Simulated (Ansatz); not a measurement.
Input and command of a plane-wave DFT calculation in Ansatz:

```yaml
crystal:
  lattice:
    - [-6.2598703986, 6.1912847843, -0.0991723863]
    - [-6.2491457217, -0.0884477093, 6.1826773005]
    - [0.0671719954, 6.1592843933, 6.1614015865]
  atoms:
    - { symbol: Si, position: [0.4949484622, 0.0059308061, 0.5026865855] }
    - { symbol: Zn, position: [0.992787729, 0.0121473671, 0.9867691591] }
    - { symbol: Zn, position: [0.5056190208, 0.0190246976, 0.9859056703] }
    - { symbol: Zn, position: [0.0172891706, 0.4842113568, 0.9989788468] }
    - { symbol: Zn, position: [0.990098901, 0.0121604798, 0.5072046481] }
    - { symbol: Zn, position: [0.0022289672, 0.4716871431, 0.5137076185] }
    - { symbol: Ag, position: [0.5042738003, 0.4984947667, 0.000946615] }
    - { symbol: Ag, position: [0.502068608, 0.5061690046, 0.4983776459] }
    - { symbol: Te, position: [0.8700204535, 0.8701674764, 0.3776171506] }
    - { symbol: Te, position: [0.3747020433, 0.8869561895, 0.3732557875] }
    - { symbol: Te, position: [0.8802539875, 0.3735577772, 0.367590386] }
    - { symbol: Te, position: [0.8763766745, 0.865550227, 0.8770415567] }
    - { symbol: Te, position: [0.375497042, 0.3585269002, 0.3850210877] }
    - { symbol: Te, position: [0.3747779924, 0.8819815235, 0.8674962503] }
    - { symbol: Te, position: [0.8809057377, 0.3730353789, 0.8764271661] }
    - { symbol: Te, position: [0.3729379365, 0.3733565459, 0.8768906405] }
  symmetry: { detect: false }
basis:
  ecutwfc: 420
kpoints:
  mp_grid: { grid: [3, 3, 3] }
hamiltonian:
  xc: pbe
scf:
  occupations: { method: gaussian, width: 0.1 }
  lower_state_search: "off"
output:
  forces: true
  stress: true
  eigenvalues: true
relax:
  adjacent_minimum: "off"
  f_tol: 0.04
  max_steps: 25
  cell: { stress_tol: 0.3 }
```

```bash
ansatz run input.yaml --threads 4 --pin off --max-ram 9216MiB --backend cpu --events-out ev --progress --plain --runs-dir out
```

Processor: Intel(R) Xeon(R) 6975P-C (Granite Rapids), 4 threads, on a host shared with other jobs.

Problem. How long does it run, and how much memory does it take?

Solution. About 74 s on 4 threads of Intel(R) Xeon(R) 6975P-C (Granite Rapids), on a shared host, peak memory 2.1 GiB. It solves 138 bands at 14 k points (the mesh reduced by symmetry) with about 9523 plane waves (on the last cell), in 28 SCF iterations over 4 ionic steps.
